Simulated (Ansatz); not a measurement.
ZrSe in space group P-6m2 (No. 187; Zr on 1a, Se on 1d) at seven volumes, PBEsol in the plane-wave PAW code Ansatz, shape and atoms relaxed at each. One row is withheld.

```tsv
V (Å³/atom)	P (GPa)
17.668	14.89
18.251	?
18.833	4.19
19.416	0.00
19.998	-3.57
20.581	-6.63
21.163	-9.22
```

Q: Fit the shown pressures and predict the withheld one.

A: Third-order Birch–Murnaghan: P = (3/2)B₀(x^(7/2) − x^(5/2))[1 + (3/4)(B′ − 4)(x − 1)] with x = (V₀/V)^(2/3). Least squares on the six rows gives V₀ = 19.416 Å³/atom, B₀ = 128.8 GPa, B′ = 4.30. At V = 18.251, x = 1.0421 and P = 9.11 GPa. The run itself gave 9.12 GPa.

The workflow started from a Materials Project entry (that database holds measured and hypothetical structures alike); the Crystallography Open Database copy checked does not list it. Whether it is the stable phase at ambient conditions was not checked. The cell was relaxed with PBEsol under the symmetry of its start; whether a distortion lowers the energy is not shown. The run is not spin-polarised.

Potentials: the later of the program's two PAW sets.
